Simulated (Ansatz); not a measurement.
# YbSn₂Ge₂, a known structure type with other elements, at an estimated volume

```
Ge Sn Yb
1.0
     0.00000    4.41238    0.00000
     4.41238    0.00000    0.00000
     2.20619    2.20619   -5.96989
Ge Sn Yb
2 2 1
Cartesian
  2.2062 2.2062 -1.3576
  4.4124 4.4124 -4.6123
  2.2062 4.4124 -2.9849
  4.4124 2.2062 -2.9849
  0.0000 0.0000 0.0000
```

Method: r2SCAN, no spin polarisation; PAW, plane waves to 500 eV, 6×6×6 Γ-centred mesh, fermi-dirac occupations (width 0.1 eV) (Ansatz 0.2.0), atoms fixed.

Q: How is the charge shared?

A: Bader charges in e: Yb +1.36, Sn +0.04, Ge -0.71. In the mean Yb gives up most and Ge takes most.

Q: Which atom feels the largest force, and which way?

A: The largest is on Ge1 (and as large on other atoms): 1.68 eV/Å, components (0.00, 0.00, 1.68). It makes 0° with the line to a nearest neighbour, Ge2 at 2.72 Å, pointing towards it.

Q: What is the formation energy?

A: 0.14 eV an atom against the elements' usual phases (free molecules for gases, crystals otherwise, with no correction for O₂ or N₂), so at this geometry it isn't bound against them. Relaxing would lower it.

Q: What happens at the Fermi level?

A: It is a metal, with about 3.3 states/eV a cell as the mean within 0.25 eV of the Fermi level, mostly Sn p (20 %), Ge p (20 %) and Yb f (17 %).

Q: What does the stress say?

A: The pressure is 9.1 GPa (compression positive), so with the atoms held at these fractions the cell would first expand; the forces are large, so a full relaxation may end otherwise. The principal stresses 6.0, 10.6, 10.6 GPa differ, so its shape would change too.

Origin: a known structure type with other elements, at an estimated volume, so it need not be a known compound. Caveats: no spin polarisation, so a magnetic state may lie lower; atoms or cell far from equilibrium; f levels without a U or exact exchange are poorly placed.
